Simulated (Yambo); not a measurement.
## Convergence of the G0W0 gap of K₂LiRhF₆

G0W0@LDA for K₂LiRhF₆ (space group Fm-3m, No. 225) in Yambo. Reference settings: 2×2×2 Γ-centred k mesh, bands 6 to 200 and a 7 Ry block in the screening, 200 bands in G with the Bruneval-Gonze terminator, plasmon pole fitted at 27.2 eV. The LDA gap X → X on this mesh is 1.75 eV; G0W0 gaps are taken between the same points.

```
change from the reference                                  G0W0 gap X → X (eV)  shift of the valence edge (eV)        rough Yambo cost
---------------------------------------------------------  -------------------  ------------------------------  ----------------------
reference settings                                                        5.37                           -1.44                       1
62 bands in W, 62 bands in G                                              5.79                           -1.41               about 1/5
158 bands in W, 158 bands in G                                            5.37                           -1.41  within a factor of two
wavefunctions cut at 10 Ry                                                5.10                           -0.45               about 1/3
wavefunctions cut at 50 Ry                                                5.37                           -1.43               about 1/2
exchange cut at 10 Ry                                                     5.51                            1.14                       –
exchange cut at 20 Ry                                                     5.41                           -0.64                       –
62 bands in W, 62 bands in G, 3 Ry block                                  6.07                           -1.67               about 1/5
87 bands in W, 87 bands in G, 3 Ry block                                  5.74                           -1.54               about 1/4
2 Ry block                                                                5.87                           -1.75  within a factor of two
6 Ry block                                                                5.37                           -1.44  within a factor of two
4 Ry block                                                                5.46                           -1.49  within a factor of two
4×4×4 mesh                                                                5.40                           -1.50               about 10×
120 bands in W, 120 bands in G, 3 Ry block, no terminator                 5.73                           -1.34               about 1/3
120 bands in W, 120 bands in G, no terminator                             5.46                           -1.00               about 1/2
```

The reference isn't shown to be the converged limit. Costs are rough (shared machines), scaled to the same edge states, and given only for runs that recompute the screening.

Spin-orbit splittings are left out.

Geometry of the Materials Project entry, not relaxed at this level; primitive cell a = 5.665 Å, b = 5.665 Å, c = 5.665 Å, α = 60.00°, β = 60.00°, γ = 60.00°.

The structure is a Materials Project entry; no match was found in the copy of COD used, and its stability was not checked.

A shift is the quasiparticle energy of the state minus its LDA energy.
